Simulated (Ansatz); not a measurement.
Relaxed candidate structures of LiF:

A. Pm-3m (No. 221), cP2, CsCl type; a = 2.517 Å, b = 2.517 Å, c = 2.517 Å, α = 90.00°, β = 90.00°, γ = 90.00°; Li 1a (0.000, 0.000, 0.000); F 1b (0.500, 0.500, 0.500)

B. Fm-3m (No. 225), cF8, rock salt type; a = b = c = 3.9902 Å, α = β = γ = 90.00°; F 4a (0.000, 0.000, 0.000); Li 4b (0.500, 0.500, 0.500)

C. F-43m (No. 216), cF8, zinc blende type; a = b = c = 4.290 Å, α = β = γ = 90.00°; F 4c (0.250, 0.250, 0.250); Li 4a (0.000, 0.000, 0.000)

Question: Rank these by energy per atom (lowest first), as r2SCAN (plane waves to 500 eV, PAW, scalar-relativistic; Ansatz, an electronic-structure program) gives it.

Answer: B (reference, the lowest of the structures calculated here), C (+44 meV/atom), A (+311 meV/atom)

Question: Give each candidate's band gap.

Answer: No candidate is metallic. A: 8.91 eV (no spin-orbit coupling); B: 10.33 eV (no spin-orbit coupling); C: 8.66 eV (no spin-orbit coupling).

Each run could gain symmetry but not lose that of its start, so entries can be saddle points. From databases, or of a type measured for this composition: Fm-3m, cF8, rock salt type; the others are generated cells (placed on structure types, drawn at random, substituted or restacked) that were not matched to a known phase here. Energies are at zero temperature and pressure, without zero-point motion. The runs use different k-meshes, so differences are rounded accordingly. No spin polarisation in the result.
